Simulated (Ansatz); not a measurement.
NaCl:
```yaml
crystal:
  lattice:
    - [0.00000, 2.80101, 2.80101]
    - [2.80101, 0.00000, 2.80101]
    - [2.80101, 2.80101, 0.00000]
  atoms:
    - { symbol: Na, position: [0.00000, 0.00000, 0.00000] }
    - { symbol: Cl, position: [0.50000, 0.50000, 0.50000] }
```

Relaxed with PBEsol. Special points in fractions of this cell's reciprocal vectors: Γ (0.000, 0.000, 0.000); X (0.500, 0.000, 0.500); U (0.625, 0.250, 0.625); K (0.375, 0.375, 0.750); L (0.500, 0.500, 0.500); W (0.500, 0.250, 0.750).

Question: List the band energies nearest the valence-band maximum at these points for the program Ansatz at the PBEsol level (PAW).

Answer: In eV from the valence-band maximum; about four levels below and three above (degenerate sets whole), none deeper than 8.9 eV; points with the same levels are listed once.

| k | below | above |
|---|---|---|
| Γ | 0.00 0.00 0.00 | 5.01 10.91 10.91 10.91 |
| X | -1.76 -0.63 -0.63 | 7.47 7.83 11.27 |
| U | -1.49 -1.18 -0.52 | 8.11 8.93 10.45 |
| L | -2.03 -0.28 -0.28 | 7.10 10.66 10.81 10.81 |
| W | -1.26 -1.26 -0.80 | 8.80 9.54 9.54 |

Space group Fm-3m (rock salt). Symmetry was held in the PBEsol relaxation; phonons on a q-mesh show no instability.

Potentials: the later of the program's two PAW sets.
